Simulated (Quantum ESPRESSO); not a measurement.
For atom 5 (O) of HfO2 in P2₁/c, the PAW reconstruction of the field gradient on a scalar-relativistic PBE ground state (a modified build of Quantum ESPRESSO, JTH datasets) gives this field-gradient tensor in Cartesian axes (atomic units, 1 a.u. = 9.7174×10²¹ V/m²):

```
 0.0468  -0.0360  -0.0664
-0.0360  -0.0074   0.0609
-0.0664   0.0609  -0.0394
```

Geometry: a computed entry of the Materials Project; it was not checked against measured cells. It is HfO2 in P2₁/c. Stability against distortions was not tested. The run has no spin polarisation.  Cores are frozen. Against all-electron runs on small test molecules, this scheme's |Vzz| missed by −2 to +6 % on O. Hf had no test against all-electron runs. Spin–orbit coupling is left out, a limit on Hf.

**Question.** Find the principal values, η_Q, |C_Q|, ν_Q and P_Q for ¹⁷O (I = 5/2, |Q| = 0.0256 barn), and the second-order MAS shift at 11.7 T.

**Answer.** Eigenvalues (principal values) by size: Vxx = -0.0196, Vyy = -0.0951, Vzz = 0.1148 a.u. (they sum to zero).
η_Q = (Vxx − Vyy)/Vzz = 0.66.
|C_Q| = 234.96 MHz × |Q|/barn × |Vzz|/a.u. = 234.96 × 0.0256 × 0.1148 = 0.69 MHz.
Quadrupole frequency ν_Q = 3C_Q/[2I(2I − 1)] = 0.104 MHz, and P_Q = C_Q(1 + η²/3)^½ = 0.739 MHz.
At 11.7 T the Larmor frequency is ν0 = 67.6 MHz, and the second-order shift of the central transition's centre of gravity under MAS is −(3/40)(P_Q/ν0)²[I(I + 1) − 3/4]/[I²(2I − 1)²] × 10⁶ = -0.7 ppm.
